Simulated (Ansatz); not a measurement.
SiNF:
```cif
data_FNSi
_chemical_formula_sum 'Si1 N1 F1'
_space_group_name_H-M_alt 'P3m1'
_space_group_IT_number 156
_space_group_name_Hall 'P 3 -2"'
_cell_length_a 2.89444
_cell_length_b 2.89444
_cell_length_c 4.67119
_cell_angle_alpha 90.000
_cell_angle_beta 90.000
_cell_angle_gamma 120.000
loop_
_atom_site_label
_atom_site_type_symbol
_atom_site_symmetry_multiplicity
_atom_site_Wyckoff_symbol
_atom_site_fract_x
_atom_site_fract_y
_atom_site_fract_z
_atom_site_occupancy
Si1 Si 1 a 0.00000 0.00000 0.36731 1
N1 N 1 c 0.66667 0.33333 0.27437 1
F1 F 1 a 0.00000 0.00000 0.70998 1
```

Relaxed at zero pressure with r²SCAN+D4 in the plane-wave PAW code Ansatz.

Q: The volume is lowered by 3 % and shape and atoms relax at that volume. What pressure results, and how do the axes share the change?

A: 1.6 GPa; a -0.2 %, b -0.2 %, c -2.6 %; the energy rises by 2 meV/atom.

Q: Give the new structure.

A: 
Space group P3m1 (No. 156); a = b = 2.8881 Å, c = 4.5508 Å, α = β = 90.00°, γ = 120.00°

```json
[
 {"atom": "Si", "site": "1a", "symmetry": "3m.", "x": "0.0000", "y": "0.0000", "z": "0.3647"},
 {"atom": "N", "site": "1c", "symmetry": "3m.", "x": "0.6667", "y": "0.3333", "z": "0.2703"},
 {"atom": "F", "site": "1a", "symmetry": "3m.", "x": "0.0000", "y": "0.0000", "z": "0.7166"}
]
```

The phase is kept; no other phase was compared at this pressure.

The start of the workflow was typed in or built on a structure type; neither database checked (COD, Materials Project) lists it. Its standing as an ambient phase is unchecked. The cell was relaxed with r²SCAN+D4 under the symmetry of its start; whether a distortion lowers the energy is not shown. The volume moved by -27 % from the start of the relaxation.

Potentials: the earlier of the program's two PAW sets.
